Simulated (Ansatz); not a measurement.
A relaxation computed with Ansatz, from input to last step.

```yaml
crystal:
  lattice:
    - [0.0334403705, -5.7817839248, 0.0205324961]
    - [4.9939817133, -2.9390526594, 5.4182936082]
    - [-5.0097043704, -2.881080051, 5.463926765]
  atoms:
    - { symbol: In, position: [0.3350768906, 0.9958721129, 0.9918615498] }
    - { symbol: In, position: [0.8270296322, 0.4987507564, 0.4981493564] }
    - { symbol: In, position: [0.9652092555, 0.7190177071, 0.75875602] }
    - { symbol: In, position: [0.4240342873, 0.2457708239, 0.2423371225] }
    - { symbol: Ga, position: [0.3366285463, 0.6711571159, 0.3273218926] }
    - { symbol: Ga, position: [0.8385307254, 0.1649008998, 0.8248226511] }
    - { symbol: Ga, position: [0.3419247874, 0.3223402756, 0.6550076965] }
    - { symbol: Ga, position: [0.8379499837, 0.8292085962, 0.1673049374] }
    - { symbol: Ga, position: [0.9158601546, 0.0735070812, 0.4191572347] }
    - { symbol: Ga, position: [0.4163836571, 0.5873357603, 0.9152514453] }
    - { symbol: Ga, position: [0.9012060766, 0.4176537758, 0.0823941974] }
    - { symbol: Ga, position: [0.4213640935, 0.91709715, 0.5759466776] }
    - { symbol: "N", position: [0.6587558733, 0.3614374166, 0.996012803] }
    - { symbol: "N", position: [0.1686981426, 0.8580733736, 0.5043589895] }
    - { symbol: "N", position: [0.6657512033, 0.000722136, 0.3599840222] }
    - { symbol: "N", position: [0.7199585127, 0.2525882225, 0.6096338115] }
    - { symbol: "N", position: [0.2220876883, 0.7532121416, 0.110266226] }
    - { symbol: "N", position: [0.7224255663, 0.6118098114, 0.2497162639] }
    - { symbol: "N", position: [0.2214034627, 0.112568281, 0.7484607296] }
    - { symbol: "N", position: [0.6216873183, 0.6998559427, 0.7002025661] }
    - { symbol: "N", position: [0.1064386713, 0.1972725244, 0.1953476414] }
    - { symbol: "N", position: [0.7493211029, 0.9448555688, 0.9451872774] }
    - { symbol: "N", position: [0.2441767947, 0.4497263439, 0.4417636761] }
  symmetry: { detect: false }
basis:
  ecutwfc: 420
kpoints:
  mp_grid: { grid: [4, 3, 3] }
hamiltonian:
  xc: pbe
scf:
  occupations: { method: gaussian, width: 0.1 }
  lower_state_search: "off"
output:
  forces: true
  stress: true
  eigenvalues: true
relax:
  adjacent_minimum: "off"
  f_tol: 0.04
  max_steps: 25
  cell: { stress_tol: 0.3 }
```

```bash
ansatz run input.yaml --threads 4 --pin off --max-ram 9216MiB --backend cpu --events-out ev --progress --plain --runs-dir out
```

These are results of DFT PBE, scalar-relativistic, plane waves, PAW (Ansatz), not measurements.

Of 4 frames 3 are shown, positions in Å and forces in eV/Å; the SCF threshold varies from step to step. Steps run on the plane waves of an earlier cell, with a Pulay correction in the pressure. The basis is chosen afresh for the last frame, the zero of the energies, and at times for earlier ones too; energy and pressure can step there, also at an unchanged geometry. Where two frames share a geometry here, they differ by under 2 meV/atom and 0.3 GPa.

```xyz
23
Lattice="0.0334 -5.7818 0.0205 4.9940 -2.9391 5.4183 -5.0097 -2.8811 5.4639" Properties=species:S:1:pos:R:3:forces:R:3 pbc="T T T" step=1 free_energy_over_end_meV_per_atom=0.23 pressure_GPa=-0.03
In    0.0156   -7.7219   10.8223    0.0127   -0.0208    0.0076
In    0.0228   -7.6828    5.4412    0.0176    0.0663    0.0249
In   -0.1781   -9.8799    8.0615   -0.0608    0.0190    0.0409
In    0.0275   -3.8722    2.6645    0.0152    0.0006   -0.0272
Ga    1.7232   -4.8619    5.4319   -0.0097   -0.0400    0.0112
Ga   -3.2806   -7.7092    5.4175   -0.0050    0.0419    0.0374
Ga   -1.6602   -4.8114    5.3325    0.0094   -0.0796   -0.0117
Ga    3.3309   -7.7640    5.4242   -0.0073    0.0151   -0.0098
Ga   -1.7021   -6.7190    2.7073   -0.0002    0.0027    0.0214
Ga   -1.6381   -6.7706    8.1918    0.0334   -0.0270   -0.0580
Ga    1.7031   -6.6755    2.7317    0.0792    0.0293    0.0039
Ga    1.7087   -6.7910    8.1247   -0.0251   -0.0051   -0.0382
N    -3.1627   -7.7407    7.4140   -0.0314    0.0219   -0.0243
N     1.7642   -4.9504    7.4085   -0.0215    0.0249   -0.0310
N    -1.7775   -4.8885    1.9845    0.0034   -0.0065    0.0191
N    -1.7686   -6.6614    4.7144    0.0154    0.0094   -0.0520
N     3.2166   -3.8155    4.6882    0.0041   -0.0075    0.0314
N     1.8285   -6.6945    4.6942   -0.0326   -0.0096    0.0494
N    -3.1800   -3.7673    4.7040    0.0164   -0.0161    0.0022
N     0.0080   -7.6687    7.6306    0.0246   -0.0460   -0.0110
N     0.0101   -1.7580    2.1384   -0.0038    0.0301   -0.0140
N     0.0085   -9.8326   10.2993   -0.0008   -0.0002    0.0305
N     0.0410   -4.0063    4.8555   -0.0331   -0.0026   -0.0027
23
Lattice="0.0371 -5.7888 0.0178 4.9856 -2.9433 5.4151 -5.0018 -2.8788 5.4647" Properties=species:S:1:pos:R:3:forces:R:3 pbc="T T T" step=2 free_energy_over_end_meV_per_atom=0.04 pressure_GPa=0.00
In    0.0193   -7.7285   10.8208    0.0042    0.0062    0.0030
In    0.0255   -7.6881    5.4404    0.0025   -0.0062    0.0025
In   -0.1903   -9.8916    8.0679    0.0013    0.0078   -0.0164
In    0.0314   -3.8673    2.6580    0.0006   -0.0145    0.0061
Ga    1.7179   -4.8672    5.4289   -0.0250   -0.0073    0.0173
Ga   -3.2705   -7.7157    5.4151   -0.0095    0.0214    0.0246
Ga   -1.6568   -4.8218    5.3266    0.0283   -0.0250   -0.0527
Ga    3.3254   -7.7758    5.4210    0.0055    0.0109    0.0146
Ga   -1.6975   -6.7242    2.7000    0.0035    0.0134    0.0250
Ga   -1.6271   -6.7784    8.1891    0.0212   -0.0223   -0.0452
Ga    1.7141   -6.6765    2.7305    0.0284    0.0233   -0.0067
Ga    1.7063   -6.7945    8.1180   -0.0098   -0.0126   -0.0186
N    -3.1551   -7.7404    7.4105   -0.0124    0.0377   -0.0115
N     1.7519   -4.9509    7.4052   -0.0020   -0.0052   -0.0113
N    -1.7722   -4.8911    1.9843    0.0031    0.0029    0.0013
N    -1.7617   -6.6692    4.7049   -0.0023    0.0180   -0.0085
N     3.2131   -3.8215    4.6863    0.0020    0.0002    0.0190
N     1.8266   -6.7002    4.6942   -0.0118   -0.0068    0.0331
N    -3.1715   -3.7678    4.7015    0.0004   -0.0118    0.0206
N     0.0130   -7.6857    7.6278   -0.0025   -0.0074   -0.0002
N     0.0158   -1.7500    2.1374   -0.0150   -0.0127   -0.0145
N     0.0102   -9.8397   10.3025    0.0044   -0.0052    0.0115
N     0.0388   -4.0062    4.8504   -0.0151   -0.0047    0.0071
23
Lattice="0.0399 -5.7903 0.0170 4.9862 -2.9457 5.4144 -5.0008 -2.8764 5.4650" Properties=species:S:1:pos:R:3:forces:R:3 pbc="T T T" step=4 free_energy_over_end_meV_per_atom=0.00 pressure_GPa=0.00
In    0.0221   -7.7287   10.8209   -0.0059    0.0050    0.0044
In    0.0274   -7.6908    5.4398    0.0047   -0.0079   -0.0053
In   -0.1885   -9.8957    8.0673   -0.0088   -0.0073   -0.0081
In    0.0326   -3.8652    2.6573    0.0091    0.0046   -0.0037
Ga    1.7174   -4.8689    5.4298    0.0019   -0.0021    0.0090
Ga   -3.2682   -7.7146    5.4155   -0.0131    0.0076    0.0077
Ga   -1.6537   -4.8251    5.3168    0.0096    0.0005   -0.0250
Ga    3.3278   -7.7786    5.4217    0.0075    0.0019   -0.0036
Ga   -1.6942   -6.7249    2.6987    0.0032   -0.0037    0.0035
Ga   -1.6197   -6.7807    8.1870    0.0045    0.0063   -0.0135
Ga    1.7193   -6.6714    2.7315    0.0129   -0.0060   -0.0070
Ga    1.7079   -6.7978    8.1163   -0.0058    0.0022   -0.0107
N    -3.1533   -7.7330    7.4097    0.0004    0.0145   -0.0036
N     1.7521   -4.9531    7.4051    0.0023   -0.0023   -0.0040
N    -1.7699   -4.8910    1.9853    0.0005    0.0018    0.0028
N    -1.7587   -6.6721    4.7014   -0.0020    0.0206    0.0083
N     3.2144   -3.8236    4.6864    0.0010   -0.0013    0.0065
N     1.8277   -6.7022    4.6972   -0.0061    0.0001    0.0071
N    -3.1697   -3.7666    4.7017    0.0082   -0.0123    0.0167
N     0.0171   -7.6923    7.6262   -0.0046    0.0020    0.0049
N     0.0182   -1.7469    2.1373   -0.0123   -0.0107   -0.0022
N     0.0135   -9.8403   10.3032    0.0072   -0.0062    0.0058
N     0.0404   -4.0066    4.8487   -0.0145   -0.0071    0.0101
```

It took 2.7 min on 4 threads of Intel(R) Xeon(R) Processor @ 2.50GHz (Skylake/Cascade Lake), with other jobs on the host, peak memory 1.5 GiB.

The k mesh is coarse.